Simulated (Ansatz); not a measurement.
Data:

BN:
```
CELL_PARAMETERS angstrom
      0.00000     3.27906     2.15279
      1.24483     0.00000     2.15279
      1.24483     3.27906     0.00000
ATOMIC_POSITIONS crystal
  B  0.00013 0.00013 0.99987
  N  0.66657 0.66657 0.33343
```

This is the LDA-relaxed structure. Cartesian axes are those of the cell as given.

Q: All from DFT-LDA in the program Ansatz with PAW potentials, unless another level is named. Give the static dielectric constant ε0 (ions relaxed, cell fixed).

A: 6.61 (xx), 3.14 (yy), 6.64 (zz).

Q: And the electronic dielectric constant ε∞ (DFPT)?

A: 4.88 (xx), 2.73 (yy), 4.91 (zz).

Q: What about the largest static χ(2) component?

A: 40 pm/V.

Space group Fmm2. The workflow started from a Materials Project entry (that database holds measured and hypothetical structures alike); the Crystallography Open Database copy checked does not list it. It is not the phase usual at ambient conditions (space group No. 186, 194, 216). Symmetry was held in the LDA relaxation. At this level the phase is mechanically unstable. A crystal of weakly bound layers computed without a dispersion correction: the cell and the soft elastic constants depend strongly on that.

Potentials: the earlier of the program's two PAW sets.
